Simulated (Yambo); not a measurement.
Material: Al2O3 (corundum, space group R-3c, No. 167); a = 5.1780 Å, b = 5.1780 Å, c = 5.1780 Å, α = 55.29°, β = 55.29°, γ = 55.29° (10 atoms in the cell). The geometry is that of Materials Project entry mp-1143, symmetrised and not relaxed again.

With PBEsol (Quantum ESPRESSO, PseudoDojo norm-conserving, 84 Ry, scalar-relativistic), the gap between the mesh's edge points (Γ → Γ) is 5.823 eV.

Task: By how much does one-shot G0W0 (Yambo; 4×4×4 Γ-centred k mesh, 169 bands and a 8 Ry block in the screening, 169 bands in G with the Bruneval-Gonze terminator, plasmon pole fitted at 27.2 eV) open this gap, and what gap results?

Result: The correction is 2.353 eV, giving 8.176 eV, 1.4 times the PBEsol value.  Nearest settings tried, and what they do to the gap: 3 Ry block (65 vectors against 223): -246 meV. Not varied: bands in G, bands in W, mesh. So the settings aren't converged at that level.
